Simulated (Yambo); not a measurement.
Yambo run on BaZnBO₃F (space group P-6, No. 174). The wavefunctions are norm-conserving LDA (Quantum ESPRESSO, 84 Ry, scalar-relativistic) ones on a 3×3×4 mesh (29 occupied bands); a = b = 5.1272 Å, c = 4.3638 Å, α = β = 90.00°, γ = 120.00°.

Yambo input:

```
rim_cut
gw0
dyson
el_el_corr
HF_and_locXC
ppa
em1d
RandQpts= 1000000
RandGvec= 1 Ry
EXXRLvcs= 84 Ry
VXCRLvcs= 336 Ry
Chimod= "HARTREE"
% BndsRnXp
 5 | 66 |
%
NGsBlkXp= 7 Ry
% LongDrXp
 1.0 | 1.0 | 1.0 |
%
PPAPntXp= 27.2114 eV
% GbndRnge
 1 | 66 |
%
GTermKind= "BG"
DysSolver= "n"
ExtendOut
% QPkrange
 1 | 1 | 29 | 30 |
 7 | 7 | 29 | 29 |
%
```

k points by index: 1 = Γ, 7 = K.

The o-*.qp file then holds:

```
#    K-point    Band    Eo [eV]    E [eV]    E-Eo [eV]    Vxc [eV]    Vnlxc [eV]    Sc|Eo [eV]    Sc|E [eV]    dSc/dw|Eo [eV]    Re(Z)    Im(Z)
#
    1    29    -0.606212    -1.833503    -1.227291    -21.54934    -27.56534    4.469850    4.788715    -7.068946    0.793788    -0.001346
    1    30    3.436912    4.889655    1.452743    -11.10072    -6.643830    -2.768755    -3.004143    -4.408790    0.860569    -0.957765E-3
    7    29    0.000000    -1.084273    -1.084273    -20.90804    -26.71819    4.438754    4.725874    -7.204682    0.790657    -0.001362
```
(The two width columns are left out.) Convergence of these settings isn't established.

Geometry of the Materials Project entry, not relaxed at this level.
